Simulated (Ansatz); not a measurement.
Given:

Relaxed W$_{3}$N$_{4}$ (space group Pm-3m):

```
CELL_PARAMETERS angstrom
      8.31168     0.00000     0.00000
      0.00000     4.15584     0.00000
      0.00000     0.00000     4.15584
ATOMIC_POSITIONS crystal
  N  0.25000 0.50000 0.50000
  N  0.75000 0.50000 0.50000
  N  0.25000 0.00000 0.00000
  N  0.75000 0.00000 0.00000
  N  0.00000 0.50000 0.00000
  N  0.50000 0.50000 0.00000
  N  0.00000 0.00000 0.50000
  N  0.50000 0.00000 0.50000
  W  0.25000 0.50000 0.00000
  W  0.75000 0.50000 0.00000
  W  0.00000 0.50000 0.50000
  W  0.50000 0.50000 0.50000
  W  0.25000 0.00000 0.50000
  W  0.75000 0.00000 0.50000
```

The atoms are displaced by Q × the pattern below, of wave vector X = (0.5, 0.0, 0.0), at fixed cell (Q in Å). By its forces on this mesh it is no single normal mode but a mixture. It is one choice among 2 degenerate patterns. (q is in reciprocal vectors of the primitive cell; the cell shown is doubled to hold the pattern.)

```csv
atom,x,y,z
N1,0.000,0.000,1.000
N2,0.000,0.000,-1.000
N3,0.000,0.000,-0.355
N4,0.000,0.000,0.355
W9,0.000,0.000,0.297
W10,0.000,0.000,-0.297
W13,0.000,0.000,-0.250
W14,0.000,0.000,0.250
```

Atoms not listed stay in place.

These are LDA (plane waves to 420 eV, PAW, scalar-relativistic; Ansatz, a first-principles code) values and carry that method's errors. k mesh 6×11×11 (Γ-centred), Fermi-Dirac smearing 0.05 eV. The energy includes the smearing's −TS. With partly filled bands, energies and forces of such displacements shift with the k mesh and the smearing. Spin-orbit coupling is left out, though W is heavy. W3N4 is run without spin polarisation. W3N4 was relaxed with its symmetry unable to fall. The zero of ΔE is the undisplaced structure.

The scan covers Q from -0.440 to 0.440 Å in 13 points.

Problem. Which space group does the distorted structure have?

Solution. Pmma (No. 51), lowered from Pm-3m.

Problem. Is this a single well or a double well?

Solution. A double well: the undisplaced structure is a maximum between two minima.

Problem. What is the energy change at Q = 0.440 Å?

Solution. 939 meV/cell.

Problem. By a smooth curve through the points, how far does the most displaced atom move to reach the deepest minimum?

Solution. 0.21 Å from zero.

Problem. By a smooth curve, how deep is the well, measured from the undisplaced structure?

Solution. 194 meV/cell, cell held fixed.

(A displaced cell: forces are minus the slopes of the energy, force constants its curvatures, and phonons follow from these.)
